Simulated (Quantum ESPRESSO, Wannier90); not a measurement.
Sn₂SeS (Pmc2₁): Wannier90 run

```xyz
8
Lattice="4.0385 0.0000 0.0000 0.0000 4.6518 0.0000 0.0000 0.0000 11.4896" Properties=species:S:1:pos:R:3 pbc="T T T"
Sn     0.0000     0.4902    -4.3955
Sn     0.0000    -0.4902     1.3493
Sn     2.0192     1.6680     4.3324
Sn     2.0192    -1.6680    -1.4124
Se     0.0000    -1.1314     4.0530
Se     0.0000     1.1314    -1.6918
S      2.0192    -1.1884    -3.9899
S      2.0192     1.1884     1.7549
```

Structure: Materials Project mp-1218960, symmetrised, not relaxed again. Not found in the COD (Crystallography Open Database) copy used; not checked further. Level: PBEsol, no spin polarisation, no spin-orbit coupling; pw.x of Quantum ESPRESSO at 69 Ry with PseudoDojo potentials, 4×4×4 k-points, Wannier90. Density: 8×8×4 mesh, Gaussian smearing 0.01 Ry. The cell is built of weakly bound layers, chains or molecules, whose nearest atoms lie 3.45 Å apart. Database cells relaxed without dispersion often hold them too far apart, which can enlarge gaps and weakens couplings between them; spacing and stacking were not compared with the measured crystal. Spin-orbit coupling is left out although heavy elements are present.

A tight-binding model is made by disentanglement and projection with no localisation steps (num_iter = 0), so the 32 orbitals stay atom-like: hydrogen-like Sn: s;p; Se: s;p; S: s;p, axes along x, y, z; frozen window up to 2.16 eV relative to the valence-band maximum. It follows pw.x to 6.9 meV rms for states up to 1.7 eV relative to the valence-band maximum. Matrix elements depend on this choice of orbitals and windows.

The 45 largest hoppings ⟨m,0|H|n,R⟩ between different sites (one of each Hermitian pair; signs follow the real orbitals' lobes; the list may end inside a set of equal values):

```csv
m,n,R,distance of the centres (Å),t (eV)
S7 pz,Sn4 pz,0 0 0,2.86,2.248
S8 pz,Sn3 pz,0 0 0,2.86,2.248
Se5 pz,Sn2 pz,0 0 0,2.97,2.078
Se6 pz,Sn1 pz,0 0 0,2.97,2.078
S7 pz,Sn4 s,0 0 0,2.70,-1.784
S8 pz,Sn3 s,0 0 0,2.70,-1.784
S7 s,Sn4 pz,0 0 0,2.76,1.670
S8 s,Sn3 pz,0 0 0,2.76,1.670
Se5 pz,Sn2 s,0 0 0,2.86,1.581
Se6 pz,Sn1 s,0 0 0,2.86,1.581
Sn3 py,Se5 px,0 1 0,2.87,-1.457
Se6 px,Sn4 py,0 1 0,2.87,1.457
Sn4 py,Se6 px,1 -1 0,2.87,-1.457
Sn3 py,Se5 px,1 1 0,2.87,1.457
Se5 s,Sn2 pz,0 0 0,2.88,-1.447
Se6 s,Sn1 pz,0 0 0,2.88,-1.447
S7 px,Sn1 py,0 0 0,2.73,-1.444
S8 px,Sn2 py,0 0 0,2.73,1.444
S7 px,Sn1 py,1 0 0,2.73,1.444
S8 px,Sn2 py,1 0 0,2.73,-1.444
Sn3 px,Se5 py,0 1 0,2.86,-1.414
Se6 py,Sn4 px,0 1 0,2.86,1.414
Sn3 px,Se5 py,1 1 0,2.86,1.414
Sn4 px,Se6 py,1 -1 0,2.86,-1.414
S7 py,Sn1 px,0 0 0,2.75,-1.389
S8 py,Sn2 px,0 0 0,2.75,1.389
S7 py,Sn1 px,1 0 0,2.75,1.389
S8 py,Sn2 px,1 0 0,2.75,-1.389
S7 px,Sn1 s,0 0 0,2.69,1.353
S8 px,Sn2 s,0 0 0,2.69,1.353
S7 px,Sn1 s,1 0 0,2.69,-1.353
S8 px,Sn2 s,1 0 0,2.69,-1.353
Sn3 s,Se5 px,0 1 0,2.79,-1.264
Se6 px,Sn4 s,0 1 0,2.79,-1.264
Sn3 s,Se5 px,1 1 0,2.79,1.264
Sn4 s,Se6 px,1 -1 0,2.79,1.264
S7 s,Sn1 px,0 0 0,2.73,-1.180
S8 s,Sn2 px,0 0 0,2.73,-1.180
S7 s,Sn1 px,1 0 0,2.73,1.180
S8 s,Sn2 px,1 0 0,2.73,1.180
Sn3 s,Se5 py,0 1 0,2.77,1.128
Se6 py,Sn4 s,0 1 0,2.77,-1.128
Sn4 s,Se6 py,1 -1 0,2.77,-1.128
Sn3 s,Se5 py,1 1 0,2.77,1.128
Sn3 px,Se5 s,0 1 0,2.83,1.093
```
